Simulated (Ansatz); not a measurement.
Starting cell, TiAl (CuAu type, space group P4/mmm):

```yaml
crystal:
  lattice:
    - [2.82428, 0.00000, 0.00000]
    - [0.00000, 2.82428, 0.00000]
    - [0.00000, 0.00000, 4.07075]
  atoms:
    - { symbol: Al, position: [0.50000, 0.50000, 0.50000] }
    - { symbol: Ti, position: [0.00000, 0.00000, 0.00000] }
```

In this cell atom 2 (Ti, nearest neighbour Ti at 2.824 Å; its periodic images, 2.8 Å or more away, move with it) is moved by s along Cartesian [111], unit vector (0.577, 0.577, 0.577); all other atoms and the cell stay fixed.

Method: PBE (plane waves to 420 eV, PAW, scalar-relativistic; Ansatz, a first-principles code). k mesh 13×13×9 (Γ-centred), Fermi-Dirac smearing 0.05 eV. Energies are smeared free energies. With partly filled bands, energies and forces of such displacements shift with the k mesh and the smearing. TiAl is run without spin polarisation. TiAl was relaxed with its symmetry unable to fall. ΔE is measured from the undisplaced structure.

Successive frames, forces in eV/Å:

| frame | ΔE (meV/cell) | F on Al1 | F on Ti2 |
|---|---|---|---|
| s = -0.560 Å | 928 | (-1.968, -1.968, -2.942) | (1.968, 1.968, 2.942) |
| s = -0.448 Å | 552 | (-1.405, -1.405, -2.031) | (1.405, 1.405, 2.031) |
| s = -0.336 Å | 292 | (-0.960, -0.960, -1.330) | (0.960, 0.960, 1.330) |
| s = -0.224 Å | 125 | (-0.599, -0.599, -0.794) | (0.599, 0.599, 0.794) |

### Question
What are the energy and the forces in the next frame, s = -0.112 Å?

### Answer
ΔE (meV/cell) = 30.

```json
[
 {"atom": "Al1", "Fx": "-0.288", "Fy": "-0.288", "Fz": "-0.371"},
 {"atom": "Ti2", "Fx": "0.288", "Fy": "0.288", "Fz": "0.371"}
]
```

(For displaced atoms, the force is minus the slope of the energy, and its curvature is a force constant, which sets phonon frequencies.)
